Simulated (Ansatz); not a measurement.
Input for Ansatz (plane-wave DFT, PAW):

```yaml
crystal:
  lattice:
    - [-1.8320695119, 1.8320695119, 2.7872264976]
    - [1.8320695119, -1.8320695119, 2.7872264976]
    - [1.8320695119, 1.8320695119, -2.7872264976]
  atoms:
    - { symbol: Sc, position: [0.0, 0.0, 0.0] }
basis:
  ecutwfc: 420
kpoints:
  mp_grid: { grid: [16, 16, 16] }
hamiltonian:
  xc: pbesol
scf:
  occupations: { method: gaussian, width: 0.1 }
output:
  forces: true
  stress: true
  eigenvalues: true
```

It can be run as
```bash
ansatz run input.yaml --threads 1 --pin off --backend cpu --events-out ev --progress --plain --runs-dir out  # memory cap (--max-ram) not shown
```

Theory: DFT PBEsol, scalar-relativistic, plane waves, PAW in Ansatz.

Abridged output (iterations and final results):

```
SCF iter   1: F=—  HF=-2110.623702 eV  |F-HF|=—  |Δ(HF+E_count)|=         —  Δρ=2.93e-3  dr2=3.42e-3  ethr=1.77e-3  ⟨swp⟩=4.1  Hψ=17741  notcnv=0
SCF iter   2: F=—  HF=-2110.622549 eV  |F-HF|=—  |Δ(HF+E_count)|=   1.15e-3  Δρ=1.05e-3  dr2=4.23e-4  ethr=3.11e-5  ⟨swp⟩=1.3  Hψ=6826  notcnv=0
SCF iter   3: F=—  HF=-2110.622515 eV  |F-HF|=—  |Δ(HF+E_count)|=   3.45e-5  Δρ=2.76e-4  dr2=1.97e-5  ethr=3.84e-6  ⟨swp⟩=1.7  Hψ=3881  notcnv=0
SCF iter   4: F=—  HF=-2110.622522 eV  |F-HF|=—  |Δ(HF+E_count)|=   7.12e-6  Δρ=4.28e-5  dr2=5.56e-7  ethr=1.79e-7  ⟨swp⟩=2.3  Hψ=5316  notcnv=0
SCF iter   5: F=-2110.622522 eV  HF=-2110.622522 eV  |F-HF|=3.97e-9  |Δ(HF+E_count)|=   1.63e-8  Δρ=5.97e-6  dr2=1.21e-8  ethr=5.06e-9  ⟨swp⟩=2.1  Hψ=4649  notcnv=0
SCF iter   6: F=-2110.622522 eV  HF=-2110.622522 eV  |F-HF|=1.34e-10  |Δ(HF+E_count)|=  9.62e-10  Δρ=9.11e-7  dr2=2.55e-10  ethr=1.10e-10  ⟨swp⟩=1.4  Hψ=10896  notcnv=0
SCF 1 converged in 6 iterations: F = -2110.622522 eV  dr2 = 2.55e-10
SCF converged after 6 iterations
Free energy (F): -2110.622522 eV
Harris-Foulkes:  -2110.622522 eV  (|F-HF|=1.34e-10)
Internal energy: -2110.607085 eV  (E = F + TS)
E sigma→0 (E₀):  -2110.614803 eV
Entropy (-TS):   -0.015437 eV (-15.437 meV/atom)
Fermi energy:    5.226505 eV
--- Per-component energies (eV) ---
  E_band       = -220.254563
  E_kinetic    = 254.467361
  E_local      = -1010.877426  (includes V_loc(G=0)·N_el)
  E_nonlocal   = 83.594097
  E_hartree    = 346.147653
  E_xc         = -100.389162
  E_vxc        = -124.587657  (∫ρ·V_xc dr)
  E_paw        = -931.498627  (= ΣΔE_a)
  E_vpaw       = -115.146643  (= ΣTr[D̂ρ^β])
  E_aug_tail   = 0.000009  (compensation charges beyond the density's cutoff)
  E_ewald      = -752.180015
  E_core_change = 0.129025  (= ΣΔE_core)
  E_smearing   = -0.015437  (= −TS)
--- Forces (eV/Å), atoms counted from 1 ---
  atom   1  Sc     0.00000000     0.00000000     0.00000000
--- Stress (GPa, compression-positive) ---
      -10.938114       0.000000       0.000000
        0.000000     -10.938114       0.000000
        0.000000       0.000000     -12.516138
  P = ⅓ Tr σ = -11.4641 GPa (-114.641 kbar)
--- Band table (eV; the first three rows and the last of 349) ---
  k-point 0: bands = ["-45.0960", "-23.7060", "-23.7055", "-23.7055", "0.9572", "6.0197", "6.3221", "6.3221", "6.7981", "7.1191"]
  k-point 1: bands = ["-45.0955", "-23.7089", "-23.7073", "-23.7071", "1.0549", "6.0580", "6.2592", "6.3463", "6.8070", "7.0796"]
  k-point 2: bands = ["-45.0941", "-23.7184", "-23.7123", "-23.7100", "1.3438", "6.0863", "6.1729", "6.4205", "6.7854", "7.0122"]
  k-point 348: bands = ["-45.0866", "-23.7819", "-23.7304", "-23.7304", "4.1962", "4.9925", "5.7982", "7.4755", "7.5748", "7.5748"]
```

The calculation finished and met its thresholds.